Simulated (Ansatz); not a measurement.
LiYZn2Cl6: reading a single point

```
CELL_PARAMETERS angstrom
0.00000 4.89748 4.89748
4.89748 0.00000 4.89748
4.89748 4.89748 0.00000
ATOMIC_POSITIONS crystal
Y 0.00000 0.00000 0.00000
Cl 0.74954 0.25046 0.25046
Cl 0.25046 0.74954 0.25046
Cl 0.25046 0.74954 0.74954
Cl 0.74954 0.25046 0.74954
Cl 0.25046 0.25046 0.74954
Cl 0.74954 0.74954 0.25046
Li 0.50000 0.50000 0.50000
Zn 0.25000 0.25000 0.25000
Zn 0.75000 0.75000 0.75000
```

Single point in Ansatz 0.2.0 with PBE, no spin polarisation. Cutoff 420 eV, PAW datasets, 6×6×6 Γ-centred k mesh, fermi-dirac filling (width 0.0454 eV).

(1) What is the formation energy?

(2) Where is the largest force?

(3) Is there a gap?

(4) What does the stress say?

Origin: a known structure type with other elements, at an estimated volume, so it need not be a known compound. Caveats: many states at the Fermi level without spin polarisation, so a magnetic state may lie lower; atoms or cell far from equilibrium.

Answers

(1) -1.12 eV an atom against the elements' usual phases (free molecules for gases, crystals otherwise, with no correction for O₂ or N₂), so it is bound against them; other compounds may still compete. Relaxing would lower it.

(2) The largest is on Cl7 (and as large on other atoms): 1.62 eV/Å, components (0.00, 0.00, -1.62). It makes 0° with the line to a nearest neighbour, Li8 at 2.44 Å, pointing towards it.

(3) It is a metal, with about 5.7 states/eV a cell as the mean within 0.25 eV of the Fermi level, mostly Zn s (73 %) and Cl p (24 %).

(4) The pressure is 6.0 GPa (compression positive), so with the atoms held at these fractions the cell would first expand; the forces are large, so a full relaxation may end otherwise.
